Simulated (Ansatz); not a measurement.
SrO (NiAs type, P6_3/mmc) under volume change, LDA (plane waves, PAW; program Ansatz), shape and atoms relaxed at each volume.

```tsv
V (Å³/atom)	E − E(relaxed) (meV/atom)	P (GPa)
14.502	47.4	11.51
14.980	…	…
15.458	…	…
15.936	0.0	0.00
16.414	4.2	-2.76
16.892	16.0	-5.12
17.370	34.4	-7.13
```

Problem. Fill in the missing entries.

Solution. 
- 15.458, E − E(relaxed) (meV/atom): 4.7
- 15.458, P (GPa): 3.24
- 14.980, E − E(relaxed) (meV/atom): 19.9
- 14.980, P (GPa): 7.05

Problem. What does a third-order Birch–Murnaghan fit give for V₀, B₀ and B′?

Solution. V₀ = 15.94 Å³/atom, B₀ = 99.6 GPa, B′ = 4.3.

The first step of the workflow began from a Materials Project structure, measured or hypothetical; the Crystallography Open Database copy checked does not list it. It is not the phase usual at ambient conditions (space group No. 225). Symmetry was held in the LDA relaxation; whether a distortion lowers the energy is not shown.

Potentials: the later of the program's two PAW sets.
